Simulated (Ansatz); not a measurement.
**HfTe2F6 in Ansatz, relaxation**

The command:

```bash
ansatz run input.yaml --threads 2 --pin off --max-ram 3584MiB --backend cpu --events-out ev --progress --plain --runs-dir out
```

input.yaml:

```yaml
crystal:
  lattice:
    - [3.056188, 5.293472, 0.0]
    - [-3.056188, 5.293472, 0.0]
    - [0.0, 0.0, 4.782768]
  atoms:
    - { symbol: Hf, position: [0.0, 0.0, 0.0] }
    - { symbol: Te, position: [0.3333, 0.3334, 0.692] }
    - { symbol: Te, position: [0.6667, 0.6666, 0.308] }
    - { symbol: F, position: [0.16, 0.68, 0.198] }
    - { symbol: F, position: [0.16, 0.16, 0.198] }
    - { symbol: F, position: [0.68, 0.16, 0.198] }
    - { symbol: F, position: [0.84, 0.32, 0.802] }
    - { symbol: F, position: [0.32, 0.84, 0.802] }
    - { symbol: F, position: [0.84, 0.84, 0.802] }
  symmetry: { tolerance: 0.0003 }
kpoints:
  mp_grid: { grid: [5, 5, 6], shift: [0, 0, 0] }
magnetization:
  spin_polarized: false
scf:
  occupations: { method: fermi_dirac, width: 0.0117 }
  lower_state_search: "off"
hamiltonian:
  pseudopotentials: { kind: paw }
  xc: r2scan
basis:
  ecutwfc: 500
  fft_grid_basis: typed
relax:
  max_steps: 80
  cell: { p_target: 0.0 }
output:
  forces: true
  stress: true
  eigenvalues: true
  bader: true
  populations: true
  elf: true
  write_potential: true
  volumetric_format: npy
  dos:
    e_range: [-12, 8]
    de: 0.05
    projected: { site_lists: { F: [F], Hf: [Hf], Te: [Te] } }
checkpoint:
  read: saved_state
```

Origin of the cell: a known structure type with other elements, at an estimated volume, so it need not be a known compound.

The saved state is a converged single point of the same cell.

Steps («new basis» is an SCF on plane waves selected anew at the same cell):

| step | ΔF (meV/atom) | max force component (eV/Å) | P (GPa) | volume (Å³) | SCF iterations | step was |
| --- | --- | --- | --- | --- | --- | --- |
| 1 | 0.0 | 1.270 | 5.87 | 154.75 | 6 | accepted |
| 2 | -98.5 | 1.095 | 0.12 | 155.14 | 9 | accepted |
| 3 | -156.5 | 0.763 | -0.36 | 155.88 | 10 | accepted |
| 4 | -215.6 | 0.183 | 0.30 | 157.72 | 9 | accepted |
| 5 | -257.7 | 0.241 | 0.15 | 158.33 | 8 | accepted |
| 6 | -293.3 | 0.061 | 0.15 | 159.02 | 8 | accepted |
| 7 | -319.6 | 0.115 | 1.28 | 153.31 | 8 | accepted |
| 8 | -322.7 | 0.157 | -0.78 | 156.24 | 7 | accepted |
| 9 | -325.0 | 0.015 | 0.17 | 153.99 | 7 | accepted |
| 10 | -325.1 | 0.007 | 0.02 | 154.23 | 5 | accepted |
| 11 | -340.3 | 0.004 | 1.31 | 154.23 | 9 | new basis |
| 12 | -347.4 | 0.025 | 0.92 | 154.70 | 6 | accepted |
| 13 | -349.1 | 0.023 | 0.07 | 156.94 | 7 | accepted |
| 14 | -349.1 | 0.010 | 0.06 | 156.76 | 6 | accepted |
| 15 | -349.1 | 0.013 | -0.08 | 156.84 | 7 | accepted |
| 16 | -349.1 | 0.001 | 0.00 | 156.76 | 5 | accepted |
| 17 | -349.2 | 0.001 | -0.02 | 156.76 | 7 | new basis |

The starting structure.

Space group P-3m1 (No. 164); the run's cell has a = 6.112 Å, b = 6.112 Å, c = 4.783 Å, α = 90.00°, β = 90.00°, γ = 60.00°. Shortest distances: F–Hf 1.94 Å, F–F 2.54 Å, F–Te 2.99 Å.

The relaxed structure.

Space group P-3m1 (No. 164); the run's cell has a = 5.342 Å, b = 5.342 Å, c = 6.344 Å, α = 90.00°, β = 90.00°, γ = 60.00°. Shortest distances: F–Hf 1.99 Å, F–F 2.63 Å, F–Te 2.70 Å, Te–Te 3.14 Å.

```
CELL_PARAMETERS angstrom
2.67087 4.62608 0.00000
-2.67087 4.62608 0.00000
0.00000 0.00000 6.34381
ATOMIC_POSITIONS crystal
Hf 0.00000 0.00000 0.00000
Te 0.33333 0.33333 0.54630
Te 0.66667 0.66667 0.45370
F 0.16897 0.66206 0.19476
F 0.16897 0.16897 0.19476
F 0.66206 0.16897 0.19476
F 0.83103 0.33794 0.80524
F 0.33794 0.83103 0.80524
F 0.83103 0.83103 0.80524
```

| Quantity | Value |
| --- | --- |
| Free energy lowered by | 349.2 meV/atom |
| Volume change | 1.30 % |
| Final pressure | -0.02 GPa |
| Relaxation steps listed | 17 |

Caveats: no moments, though an odd count or open d shells may carry them; no spin-orbit coupling, though heavy elements are present; the relaxation held the start's symmetry, so the end may be a saddle point.

The run took 7.3 min on 2 threads of Intel(R) Xeon(R) Platinum 8259CL CPU @ 2.50GHz (Skylake/Cascade Lake), on a shared host, peak memory 1.1 GiB, from a saved density.
